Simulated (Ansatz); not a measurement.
# Notes on LuBi2BrO4

```yaml
crystal:
  lattice:
    - [3.85260, -0.00562, -0.00008]
    - [-0.00562, 3.86347, 0.00147]
    - [-0.00020, 0.00349, 9.17406]
  atoms:
    - { symbol: Lu, position: [0.01072, 0.93469, 0.97717] }
    - { symbol: Bi, position: [0.45559, 0.46203, 0.71609] }
    - { symbol: Bi, position: [0.44395, 0.53964, 0.26869] }
    - { symbol: O, position: [0.58283, 0.00347, 0.86499] }
    - { symbol: O, position: [0.97840, 0.44336, 0.84677] }
    - { symbol: O, position: [0.50425, 0.00443, 0.17099] }
    - { symbol: O, position: [0.04211, 0.51149, 0.10490] }
    - { symbol: Br, position: [0.02405, 0.05188, 0.48606] }
```

Level: r2SCAN, no spin polarisation; 500 eV; 5×5×2 (shifted by 0.5, 0.5, 0 steps) mesh; fermi-dirac occupations (width 0.1 eV); Ansatz 0.2.0, fixed geometry.

Question: What is the band gap?

Answer: The gap on the k mesh is 2.35 eV; the mesh may miss the band edges, so the true gap of this level can be smaller.

Question: Is it stable against the elements?

Answer: -1.81 eV an atom against the elements' usual phases (free molecules for gases, crystals otherwise, with no correction for O₂ or N₂), so it is bound against them; other compounds may still compete. Relaxing would lower it.

Question: What is the character of the valence top and the conduction bottom?

Answer: Within 0.7 eV of the edges, the states project mainly on O p (72 %) below the gap and on Bi p (62 %) and O p (18 %) above it.

Question: What does the stress say?

Answer: The pressure is 5.4 GPa (compression positive), so with the atoms held at these fractions the cell would first expand; the forces are large, so a full relaxation may end otherwise. The principal stresses -0.7, 5.0, 11.9 GPa differ, so its shape would change too.

Origin: a strained cell with displaced atoms, so it need not be a known compound. Caveats: an odd or shifted mesh can miss the band edges, so this level's true gap may be smaller; no spin-orbit coupling, which can shift this gap by tenths of an eV; atoms or cell far from equilibrium.
